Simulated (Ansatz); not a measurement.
Relaxing a structure of Ba

The start is a generated cell, Ba built in the AFLOW prototype A_tI2_139_a (A_a). Cell shape, volume and atoms are optimised at zero target pressure with PBE (plane waves to 420 eV, PAW, scalar-relativistic; Ansatz, a quantum-chemistry and plane-wave program). The first steps use a coarse 10×10×10 k-mesh.

The start:
```yaml
crystal:
  lattice:
    - [-2.67785, 2.67785, 2.20521]
    - [2.67785, -2.67785, 2.20521]
    - [2.67785, 2.67785, -2.20521]
  atoms:
    - { symbol: Ba, position: [0.00000, 0.00000, 0.00000] }
```

Does the structure survive the relaxation? Give the final space group.

The space group goes from I4/mmm (No. 139) to Im-3m (No. 229); the end is bcc (W type), with 1 atom in the primitive cell.

By how much does the energy per atom fall from start to end?

0.03 eV/atom.

Write out the relaxed structure.


```cif
data_Ba2
_chemical_formula_sum 'Ba2'
_space_group_name_H-M_alt 'Im-3m'
_space_group_IT_number 229
_space_group_name_Hall '-I 4 2 3'
_cell_length_a 5.02016
_cell_length_b 5.02016
_cell_length_c 5.02016
_cell_angle_alpha 90.000
_cell_angle_beta 90.000
_cell_angle_gamma 90.000
loop_
_atom_site_label
_atom_site_type_symbol
_atom_site_symmetry_multiplicity
_atom_site_Wyckoff_symbol
_atom_site_fract_x
_atom_site_fract_y
_atom_site_fract_z
_atom_site_occupancy
Ba1 Ba 2 a 0.00000 0.00000 0.00000 1
```
(The calculation used a cell of 1 atom; values per cell refer to that cell.)

Final values are on a 13×13×13 k-mesh of the relaxed cell. No spin polarisation in the result.

The run could not lose the symmetry of its start.
